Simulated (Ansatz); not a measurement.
SiGe (Pmma) was relaxed and computed twice in Ansatz (plane waves, PAW), once with PBE and once with r²SCAN.

```csv
,run 1,run 2
cell,"a = 3.965 Å, b = 3.962 Å, c = 11.205 Å, α = 90.00°, β = 90.00°, γ = 90.00°","a = 3.928 Å, b = 3.926 Å, c = 11.099 Å, α = β = γ = 90.00°"
gap (eV),0.37,0.55
ΔH_f (eV/atom),0.02,0.01
B₀ by P(V) fit (GPa),73.9,84.2
electron conductivity mass (mₑ),0.29,0.28
```

### Question
Which run used which functional?

### Answer
Run 1 is PBE, run 2 is r²SCAN.

Typed or built starts, not in the databases checked: SiGe, Pmma (Si on 2e, Si on 2f, Ge on 2e, Ge on 2f). All cells were relaxed under the symmetry of their starts (and spin orders); stability against distortions was not tested throughout. Scalar-relativistic: spin–orbit coupling is off unless named, which matters more the heavier the elements.

Potentials: the later of the program's two PAW sets.

Ansatz (a first-principles code) is a plane-wave DFT program.

Formation energies count from the lowest solids of the elements computed at the same level, not from gases.
